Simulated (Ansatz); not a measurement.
NbSi2 (CrSi2 type, space group P6_222)

```
NbSi2
1.0
    4.81046     0.00000     0.00000
   -2.40523     4.16598     0.00000
    0.00000     0.00000     6.61846
Nb Si
3 6
Direct
  0.50000   0.00000   0.00000
  0.50000   0.50000   0.33333
  0.00000   0.50000   0.66667
  0.15931   0.31861   0.00000
  0.84069   0.15931   0.33333
  0.68139   0.84069   0.66667
  0.84069   0.68139   0.00000
  0.15931   0.84069   0.33333
  0.31861   0.15931   0.66667
```

Equation-of-state scan: isotropic scaling of the cell above, V₀ being its volume. The atoms relax within the cell's symmetry.

Computed with PBE (plane waves to 420 eV, PAW, scalar-relativistic; Ansatz, a first-principles code). k mesh 11×11×7 (Γ-centred), Fermi-Dirac smearing 0.05 eV. The energy includes the smearing's −TS. NbSi2 is run without spin polarisation. NbSi2 was relaxed with its symmetry unable to fall. ΔE is measured from the relaxed starting cell.

What ΔE (kJ/mol of atoms) does the calculation give at V/V₀ = 0.840, 1.027, 1.053, 1.080, 1.107?


| V/V₀ | ΔE (kJ/mol of atoms) |
|---|---|
| 0.840 | 27.1 |
| 1.027 | 0.5 |
| 1.053 | 2.0 |
| 1.080 | 4.4 |
| 1.107 | 7.4 |

(A scan under strain: stresses follow from slopes of the energy per volume, elastic moduli from its curvatures.)
